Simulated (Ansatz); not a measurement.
Mg: course of a relaxation

The calculation used DFT PBEsol, scalar-relativistic, plane waves, PAW in Ansatz 0.2.0. (420 eV cutoff, 18×18×4 k-mesh, Gaussian smearing of 0.10 eV, no spin polarisation)

What was changed: relaxed at -3 GPa.

Command:

```bash
ansatz run input.yaml --threads 1 --pin off --max-ram 2560MiB --backend cpu --events-out ev --progress --plain --runs-dir out
```

Input:

```yaml
crystal:
  lattice:
    - [3.2196543219, 0.0, 0.0]
    - [-1.6098271609, 2.7883024341, 0.0]
    - [0.0, 0.0, 10.3489645022]
  atoms:
    - { symbol: Mg, position: [0.0, 0.0, 0.0] }
    - { symbol: Mg, position: [0.3333333333, 0.6666666667, 0.25] }
    - { symbol: Mg, position: [0.0, 0.0, 0.5] }
    - { symbol: Mg, position: [0.6666666667, 0.3333333333, 0.75] }
basis:
  ecutwfc: 420
kpoints:
  mp_grid: { grid: [18, 18, 4] }
hamiltonian:
  xc: pbesol
scf:
  occupations: { method: gaussian, width: 0.1 }
output:
  forces: true
  stress: true
  eigenvalues: true
relax:
  adjacent_minimum: "off"
  f_tol: 0.008
  max_steps: 50
  cell: { stress_tol: 0.08, p_target: -3.0 }
```

F is the free energy. Steps run on the plane waves of an earlier cell, but the last one, and at times one on the way, on a freshly chosen basis, so a repeated geometry can differ a little in energy. The relaxation lowers the enthalpy F + PV at the target pressure, so F itself can rise.

Steps:

```tsv
step	F − F(1) (eV)	largest force component (eV/Å)	V (Å³/atom)	P (GPa)
1	0.0000	0.000	23.227	-0.99
2	0.0504	0.000	24.383	-2.43
3	0.0830	0.000	24.869	-2.94
4	0.0829	0.000	24.869	-2.94
```

Relaxed structure:

```cif
data_structure
_symmetry_space_group_name_H-M 'P 1'
_symmetry_Int_Tables_number 1
_cell_length_a 3.2960
_cell_length_b 3.2960
_cell_length_c 10.5732
_cell_angle_alpha 90.000
_cell_angle_beta 90.000
_cell_angle_gamma 120.000
_cell_volume 99.48
loop_
_atom_site_label
_atom_site_type_symbol
_atom_site_fract_x
_atom_site_fract_y
_atom_site_fract_z
_atom_site_occupancy
Mg1 Mg 0.00000 0.00000 0.00000 1
Mg2 Mg 0.33333 0.66667 0.25000 1
Mg3 Mg 0.00000 0.00000 0.50000 1
Mg4 Mg 0.66667 0.33333 0.75000 1
```

It takes space group P6_3/mmc (No. 194, hexagonal). Conventional cell: a = 3.296 Å, b = 3.296 Å, c = 10.573 Å, α = 90.00°, β = 90.00°, γ = 120.00°. Around Mg (site symmetry -3m) lie 12 Mg at 3.26 to 3.30 Å. Around Mg (site symmetry -6m2) lie 12 Mg at 3.26 to 3.30 Å.

The run converged. It took 30 s on 1 thread of Intel(R) Xeon(R) Platinum 8488C (Sapphire Rapids), with other jobs on the host, peak memory 0.53 GiB.